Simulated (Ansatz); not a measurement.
Starting cell, Ca (fcc, Cu type):

```yaml
crystal:
  lattice:
    - [0.00000, 5.56846, 5.56846]
    - [2.78423, 0.00000, 2.78423]
    - [2.78423, 2.78423, 0.00000]
  atoms:
    - { symbol: Ca, position: [0.00000, 0.00000, 0.00000] }
    - { symbol: Ca, position: [0.50000, 0.00000, 0.00000] }
```

The atoms are displaced by Q × the pattern below (from a DFPT mode at L = (0.5, 0.0, 0.0), largest move 1; Q in Å), at fixed cell. (q is in reciprocal vectors of the primitive cell; the cell shown is doubled to hold the pattern.)

```
atom       x       y       z
----  ------  ------  ------
Ca1    0.577  -0.577  -0.577
Ca2   -0.577   0.577   0.577
```

Calculation: r2SCAN (plane waves to 500 eV, PAW, scalar-relativistic; Ansatz, a quantum-chemistry and plane-wave program). k mesh 7×14×14 (Γ-centred), Fermi-Dirac smearing 0.05 eV. With partly filled bands, energies and forces of such displacements shift with the k mesh and the smearing. Ca was relaxed with its symmetry unable to fall. 

```json
[
 {"Q (Å)": "-0.100", "−dE/dQ from forces (eV/Å)": "0.765"},
 {"Q (Å)": "-0.083", "−dE/dQ from forces (eV/Å)": "0.636"},
 {"Q (Å)": "-0.067", "−dE/dQ from forces (eV/Å)": "0.509"},
 {"Q (Å)": "-0.050", "−dE/dQ from forces (eV/Å)": "0.381"},
 {"Q (Å)": "-0.033", "−dE/dQ from forces (eV/Å)": "0.254"},
 {"Q (Å)": "-0.017", "−dE/dQ from forces (eV/Å)": "0.127"},
 {"Q (Å)": "0.000", "−dE/dQ from forces (eV/Å)": "0.000"},
 {"Q (Å)": "0.017", "−dE/dQ from forces (eV/Å)": "-0.127"},
 {"Q (Å)": "0.033", "−dE/dQ from forces (eV/Å)": "-0.254"},
 {"Q (Å)": "0.050", "−dE/dQ from forces (eV/Å)": "-0.381"},
 {"Q (Å)": "0.067", "−dE/dQ from forces (eV/Å)": "-0.509"},
 {"Q (Å)": "0.083", "−dE/dQ from forces (eV/Å)": "-0.636"},
 {"Q (Å)": "0.100", "−dE/dQ from forces (eV/Å)": "-0.765"}
]
```

### Question
What harmonic wavenumber does the curvature at Q = 0 give?

### Answer
161 cm⁻¹. E″ = 7.62 eV/Å², M = Σ mᵢ|uᵢ|² = 80.2 u, ν̃ = 521.5·√(|E″|/M).

(For displaced atoms, the force is minus the slope of the energy, and its curvature is a force constant, which sets phonon frequencies.)
